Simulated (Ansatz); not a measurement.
Task: Name crystals whose computed values (LDA in the plane-wave PAW code Ansatz) fall in these windows: gap (eV) 4.2 to 5.9; electron conductivity mass (mₑ) 0.30 to 0.40.

Result: 

```tsv
crystal	gap (eV)	electron conductivity mass (mₑ)
LiBr, rock salt	5.14	0.34
RbCl, rock salt	4.85	0.39
NaCl, rock salt	5.07	0.37
KBr, rock salt	4.32	0.34
Al2O3, R3m (Pearson symbol hR5)	4.36	0.38
```
Others may fit too.

Not the usual ambient phase: Al2O3, R3m (Pearson symbol hR5). All cells were relaxed under the symmetry of their starts (and spin orders); stability against distortions was not tested throughout. Scalar-relativistic: spin–orbit coupling is off unless named, which matters more the heavier the elements.

Potentials: the later of the program's two PAW sets.
